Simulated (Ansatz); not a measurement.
In plane-wave PAW r²SCAN (Ansatz code), InP in the tetragonal phase (P4_2/mnm; In on 4g, P on 4f) relaxes to a = 7.203 Å, c = 4.187 Å. Its formation energy from the elements is -30 kJ/mol-atom, with no fitted shifts.

It is gapped at this level: 1.16 eV (smallest direct gap 1.16 eV). The valence maximum lies on the M–Γ line, 93 % of the way from M and the conduction minimum at Γ. HSE06 on the same cell gives 1.49 eV. Gap from r²SCAN with spin–orbit coupling: 1.14 eV. The electron mass is 0.081, 0.090, 0.090 mₑ (principal values). The hole mass is 0.22, 1.0, 2.0 mₑ (principal values).

An equation-of-state fit gives a bulk modulus of 62.0 GPa. The relaxed-ion elastic constants in GPa are C11 = 80.6, C12 = 54.3, C13 = 44.1, C33 = 124, C44 = 25.8, C66 = 26.6. The elastic constants imply a Debye temperature near 257 K. Bader charges are In +0.98, P -0.98 e.

The start of the workflow was typed in or built on a structure type; neither database checked (COD, Materials Project) lists it. It is not the phase usual at ambient conditions (space group No. 216). The cell was relaxed with r²SCAN under the symmetry of its start; whether a distortion lowers the energy is not shown. The volume moved by 22 % from the start of the relaxation. The references are the lowest solids computed at this level, not always the standard phases. Scalar-relativistic: spin–orbit coupling is off unless named, which matters more the heavier the elements.

Potentials: the earlier of the program's two PAW sets. The files were generated under PBE; for other functionals the program regenerates the frozen cores, and for LDA and PBEsol the local potential too.
